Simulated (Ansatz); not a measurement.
La$_{2}$Si:
Space group R-3m, hexagonal axes (No. 166); a = b = 4.249 Å, c = 21.524 Å, α = β = 90.00°, γ = 120.00°

| atom | site | symmetry | x | y | z |
|---|---|---|---|---|---|
| La | 6c | 3m | 0.0000 | 0.0000 | 0.2548 |
| Si | 3a | -3m | 0.0000 | 0.0000 | 0.0000 |
(The calculation used a cell of 3 atoms; values per cell refer to that cell.)

Relaxed at zero pressure with plane-wave PAW r²SCAN+D4 (Ansatz code).

The volume is raised by 9 % and shape and atoms relax at that volume. What pressure results, and how do the axes share the change?

-1.7 GPa; a 2.1 %, b 2.1 %, c 4.6 %; the energy rises by 19 meV/atom.

Give the new structure.


Space group R-3m, hexagonal axes (No. 166); a = b = 4.3375 Å, c = 22.5091 Å, α = β = 90.00°, γ = 120.00°

```
atom  site  symmetry       x       y       z
----  ----  --------  ------  ------  ------
La      6c        3m  0.0000  0.0000  0.2591
Si      3a       -3m  0.0000  0.0000  0.0000
```

The phase is kept; no other phase was compared at this pressure.

The start of the workflow was typed in or built on a structure type; neither database checked (COD, Materials Project) lists it. Whether it is the stable phase at ambient conditions was not checked. The cell was relaxed with r²SCAN+D4 under the symmetry of its start; whether a distortion lowers the energy is not shown. Spin–orbit coupling is left out wherever it is not named.

Potentials: the earlier of the program's two PAW sets. The files were generated under PBE; for other functionals the program regenerates the frozen cores, and for LDA and PBEsol the local potential too.
